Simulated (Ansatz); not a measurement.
**17O NMR of the central transition in SiO₂**

Cell: an entry of the Crystallography Open Database (COD), its atoms then relaxed with PBE in this cell.

Space group P4_12_12 (No. 92); a = 4.9570, c = 6.8903 Å.

| site | Wyckoff | site symmetry | x | y | z |
| --- | --- | --- | --- | --- | --- |
| Si | 4a | ..2 | 0.3071 | 0.3071 | 0.0000 |
| O | 8b | 1 | 0.2360 | 0.1200 | 0.1869 |

One atom of each set is listed.

Computed with Ansatz: DFT, r2SCAN, plane waves and PAW, scalar-relativistic, 500 eV cutoff, Γ-centred 4×4×3 k-points, Fermi–Dirac smearing 0.02 eV.

17O has I = 5/2 and Q = -25.58 mb (Pyykkö 2018); at 21.1 T its Larmor frequency is ν₀ = 121.8 MHz. Only the quadrupole interaction is simulated: positions count from each site's isotropic chemical shift, and J coupling is left out, as are shift anisotropy and dipolar coupling, which fast spinning averages.

Simulated pattern of one O site (fast magic-angle spinning, Gaussian broadening 0.2 kHz):

| offset (kHz) | height |
| --- | --- |
| -4.242 | 0 |
| -4.109 | 2 |
| -3.977 | 6 |
| -3.845 | 8 |
| -3.712 | 8 |
| -3.580 | 8 |
| -3.447 | 8 |
| -3.315 | 9 |
| -3.183 | 9 |
| -3.050 | 9 |
| -2.918 | 12 |
| -2.786 | 27 |
| -2.653 | 48 |
| -2.521 | 66 |
| -2.388 | 87 |
| -2.256 | 82 |
| -2.124 | 67 |
| -1.991 | 60 |
| -1.859 | 57 |
| -1.727 | 56 |
| -1.594 | 56 |
| -1.462 | 57 |
| -1.329 | 60 |
| -1.197 | 64 |
| -1.065 | 74 |
| -0.932 | 92 |
| -0.800 | 100 |
| -0.668 | 82 |
| -0.535 | 66 |
| -0.403 | 41 |
| -0.270 | 10 |
| -0.138 | 0 |

Question: Which |C_Q| and η does the pattern imply?

Answer: The pattern spans 3.70 kHz before broadening and its centre of gravity is at -1.64 kHz, which fixes P_Q; the places of the horns and steps fix η. That gives P_Q = 5.76 MHz, |C_Q| = 5.72 MHz and η = 0.21. The sign of C_Q can't be read from the pattern.

At O V_zz runs parallel to the line that joins its two neighbours (within 1°).

The largest force is 0.3 eV/Å, so the atoms aren't at the calculated equilibrium and relaxing them would move these values.

Hardware: 1 thread of Intel Xeon Platinum 8375C CPU @ 2.90GHz (Ice Lake) (x86_64; 16 cores open to the job, memory cap 2.5 GiB, no GPU), a shared host with a load of 0.3 a core. Wall time 17 s, CPU time 17 s, peak memory 0.77 GiB.
